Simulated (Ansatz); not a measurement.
# Hg₄Pt under pressure: fit and missing row

Hg₄Pt, Im-3m, a = 6.229 Å. The structure is a COD entry; whether it is the stable form wasn't checked. Ansatz: PBEsol, PAW, 420 eV, Γ-centred 8×8×8 mesh on 5 atoms, Gaussian smearing 0.10 eV; no spin polarisation. Cell and atoms are relaxed at each pressure, and no other structure is tried, so the rows at high pressure may lie past a change of phase.

| V (Å³/atom) | P (GPa) |
| --- | --- |
| ? | 39.92 |
| 20.681 | 19.96 |
| 22.017 | 9.99 |
| 22.933 | 5.00 |
| 23.620 | 2.00 |
| 24.167 | -0.01 |
| 24.814 | -2.01 |

Question: Take V0 = 24.167 Å³/atom, count pressures from its P0 = -0.01 GPa, fit the third-order Birch–Murnaghan form to the other rows, and predict the missing volume.

Answer: With the Eulerian strain f = ½[(V0/V)^(2/3) − 1] and y = (P − P0)/[3f(1 + 2f)^(5/2)], the form is the line y = B0 + 1.5 B0 (B0′ − 4) f. Rows (f, y): 0.05472, 93.8; 0.03204, 89.1; 0.01778, 86.1; 0.00769, 83.9; -0.00873, 79.8. Means f = 0.02070, y = 86.540; Σ(Δf)² = 0.002330, ΣΔfΔy = 0.5100; the slope is their ratio. y = 82.01 + 218.9 f GPa, so B0 = 82.0 GPa and B0′ = 4 + 2 × (218.9)/(3 × 82.01) = 5.78. P = 39.92 GPa is met at f = 0.08776 (y = 101.22), so V = V0 (1 + 2f)^(−3/2) = 18.961 Å³/atom. The run gave 18.929 Å³/atom, so the fit is 0.032 Å³/atom too high, 0.54 % of the span of the series, against an rms of 0.002 Å³/atom on the fitted rows. The row lies outside the fitted range. The points of y bend away from a line: a fourth-order term fitted to them gives P = 39.75 GPa at this row's volume (the line 40.40, the run 39.92). Also, this row ran on the mesh 10×10×10, its neighbour on 8×8×8, which can shift it a little.

The mesh isn't the same in all rows (8×8×8, 10×10×10). Spin–orbit coupling is left out, which can shift energies with elements as heavy as these.